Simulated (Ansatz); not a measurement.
Frames from the relaxation of a generated cell, InSe placed in the AFLOW prototype AB_hP8_186_ab_ab (B5, as in SiC), as extended XYZ (Å, eV, eV/Å, GPa with compression positive). Method: PBE (plane waves to 420 eV, PAW, scalar-relativistic; Ansatz, a program for electronic structure). Γ-centred k-mesh 6×6×2 on the run's cell (coarser than for final values), Fermi–Dirac smearing 0.05 eV.

```xyz
8
Lattice="4.6256 0.0000 0.0000 -2.3128 4.0059 0.0000 0.0000 0.0000 15.1430" Properties=species:S:1:pos:R:3:forces:R:3 pbc="T T T" step=1 free_energy=-44270.145 pressure=0.4 accepted=T
In     0.0000     0.0000     0.0000    0.0000    0.0000    0.0328
In     0.0000     0.0000     7.5715    0.0000    0.0000    0.0328
In     2.3128     1.3353    11.3600    0.0000    0.0000   -0.0571
In     0.0000     2.6706     3.7885    0.0000    0.0000   -0.0571
Se     0.0000     0.0000    12.2986    0.0000    0.0000    0.0810
Se     0.0000     0.0000     4.7271    0.0000    0.0000    0.0810
Se     2.3128     1.3353     8.5299    0.0000    0.0000   -0.0567
Se     0.0000     2.6706     0.9584    0.0000    0.0000   -0.0567
8
Lattice="4.6408 0.0000 0.0000 -2.3204 4.0190 0.0000 0.0000 0.0000 15.2810" Properties=species:S:1:pos:R:3:forces:R:3 pbc="T T T" step=2 free_energy=-44270.153 pressure=-0.1 accepted=T
In     0.0000     0.0000     0.0157    0.0000    0.0000   -0.0879
In     0.0000     0.0000     7.6562    0.0000    0.0000   -0.0879
In     2.3204     1.3397    11.4354    0.0000    0.0000    0.1114
In     0.0000     2.6794     3.7949    0.0000    0.0000    0.1114
Se     0.0000     0.0000    12.4449    0.0000    0.0000    0.0473
Se     0.0000     0.0000     4.8044    0.0000    0.0000    0.0473
Se     2.3204     1.3397     8.5857    0.0000    0.0000   -0.0705
Se     0.0000     2.6794     0.9452    0.0000    0.0000   -0.0705
8
Lattice="4.6382 0.0000 0.0000 -2.3191 4.0168 0.0000 0.0000 0.0000 15.2973" Properties=species:S:1:pos:R:3:forces:R:3 pbc="T T T" step=3 free_energy=-44270.160 pressure=-0.1 accepted=T
In     0.0000     0.0000     0.0047    0.0000    0.0000   -0.0666
In     0.0000     0.0000     7.6534    0.0000    0.0000   -0.0666
In     2.3191     1.3389    11.4575    0.0000    0.0000    0.0857
In     0.0000     2.6779     3.8088    0.0000    0.0000    0.0857
Se     0.0000     0.0000    12.4690    0.0000    0.0000    0.0799
Se     0.0000     0.0000     4.8204    0.0000    0.0000    0.0799
Se     2.3191     1.3389     8.5852    0.0000    0.0000   -0.0990
Se     0.0000     2.6779     0.9365    0.0000    0.0000   -0.0990
```

The path has 21 moves and ends in P6₃mc (No. 186), 0.11 eV/atom below its start. Free energies are of the whole cell and compare only within this code, potentials and settings.  No spin polarisation in the result.

The run could not lose the symmetry of its start: the end is stationary, and may be a saddle point rather than a minimum.

The end of the path is a generated cell of InSe: the first start was made by placing the elements on the sites of a structure type, and the end was not matched to a known phase here, so it may be hypothetical. Known forms of InSe include space group No. 194.
